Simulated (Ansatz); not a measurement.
Fe: do energies and stresses tell the same story?

All numbers below come from Ansatz, DFT PBEsol, scalar-relativistic, plane waves, PAW.

Cutoff 420 eV; k points 20×20×20 on the computed 1-atom cell (Γ-centred); Gaussian smearing, width 0.10 eV; collinear spin from starting moments 2.32 μB.

Relaxed cell: Im-3m, a = 2.786 Å, b = 2.786 Å, c = 2.786 Å, α = 90.00°, β = 90.00°, γ = 90.00°, 1 atom in the primitive cell.

Energies at zero smearing and pressures from the stress tensor, at volumes with shape and atoms relaxed:
```csv
V (Å³/atom),E − E(first) (meV/atom),P (GPa)
10.161,0.00,16.78
10.486,-24.89,7.75
10.810,-32.37,0.00
11.134,-25.41,-6.12
11.459,-7.97,-10.89
```

Task: Check P = −dE/dV between neighbouring volumes, and get the bulk modulus from the pressures alone.

Result: With 1 eV/Å³ = 160.2 GPa:
```tsv
middle V (Å³/atom)	−ΔE/ΔV (GPa)	mean P (GPa)
10.323	12.298	12.268
10.648	3.697	3.874
10.972	-3.439	-3.060
11.296	-8.617	-8.503
```

The two differ by 0.38 GPa at most. The mean of two end pressures misses the average over a step by about ΔV² P″/12, up to 0.13 GPa here; with that taken off 0.24 GPa remains. The stress is the derivative of the free energy, not of the energy at zero smearing, and with free energies 0.03 GPa remains. The largest site moment goes from 2.03 to 2.23 μB along the series, which bends P(V). Around V = 10.810 Å³/atom, the two neighbours give B = −V ΔP/ΔV = 10.810 × 13.87 / 0.649 = 231.1 GPa, against B0 = 229.8 GPa from the Birch–Murnaghan fit of the energies.

Only this magnetic start was tried.